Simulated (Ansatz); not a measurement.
## La₃GaN₄ (ordering on wurtzite): the band gap by level of theory

All numbers come from the PAW code Ansatz. No magnetic order. The prototype was imposed, so other structures may be more stable.

An ordered 8-atom cell of La₃GaN₄ on the wurtzite lattice (Pm), relaxed with r2SCAN. It is monoclinic, Pm (No. 6); conventional cell a = 5.743 Å, b = 3.849 Å, c = 6.880 Å, β = 91.0°, 19.01 Å³ an atom. Around Ga lie 4 N at 1.92–2.23 Å; around La lie 4 N at 2.40–2.58 Å; around La lie 4 N at 2.33–2.50 Å; around La lie 4 N at 2.35–2.51 Å; around N lie 1 Ga at 1.92 Å and 3 La at 2.33–2.35 Å; around N lie 4 La at 2.36–2.43 Å; around N lie 2 Ga at 2.23 Å and 2 La at 2.50–2.58 Å; around N lie 1 Ga at 2.01 Å and 3 La at 2.40–2.51 Å.

```cif
data_structure
_symmetry_space_group_name_H-M 'Pm'
_symmetry_Int_Tables_number 6
_cell_length_a 5.7432
_cell_length_b 3.8486
_cell_length_c 6.8804
_cell_angle_alpha 90.000
_cell_angle_beta 90.996
_cell_angle_gamma 90.000
_cell_volume 152.06
loop_
_atom_site_label
_atom_site_type_symbol
_atom_site_symmetry_multiplicity
_atom_site_Wyckoff_symbol
_atom_site_fract_x
_atom_site_fract_y
_atom_site_fract_z
_atom_site_occupancy
Ga1 Ga 1 a 0.00530 0.00000 0.35090 1
La1 La 1 b 0.01373 0.50000 0.83987 1
La2 La 1 b 0.53058 0.50000 0.17249 1
La3 La 1 a 0.51350 0.00000 0.63779 1
N1 N 1 a 0.67122 0.00000 0.32508 1
N2 N 1 b 0.59109 0.50000 0.82703 1
N3 N 1 b 0.09801 0.50000 0.20878 1
N4 N 1 a 0.07657 0.00000 0.63805 1
```

Gaps on the r2SCAN cell, each the least over its mesh and the special points:
```
  level  k mesh  gap (eV)      kind  edges  least direct gap (eV)
    PBE   4×6×4      0.61  indirect  D → Γ                   0.98
PBE+SOC   4×6×4      0.60  indirect  D → Γ                   0.98
 r2SCAN   4×6×4      0.86  indirect  D → Γ                   1.24
  HSE06   4×4×2      1.53  indirect  D → Γ                   1.91
   PBE0   4×4×2      2.22  indirect  D → Γ                   2.59
```
PBE, PBE+SOC: smearing of 0.02 eV; the others have fixed occupations.
Wave cutoffs: 420 eV, 500 eV (r2SCAN).

HSE06 gives an indirect gap of 1.53 eV, from D to Γ; the least direct gap is 1.91 eV at Γ. Spin-orbit coupling changes the PBE gap by 0.00 eV, to 0.60 eV.

r2SCAN covers 27 % of the step from PBE to HSE06. Spin-orbit coupling moves the least or the direct gap by up to 0.01 eV, so it can be left out where a tenth of an eV counts. Among these functionals the gap stays indirect.

Only the levels marked +SOC include spin-orbit coupling.

The meshes of the hybrids are coarse, so their gaps aren't converged to the digits shown.
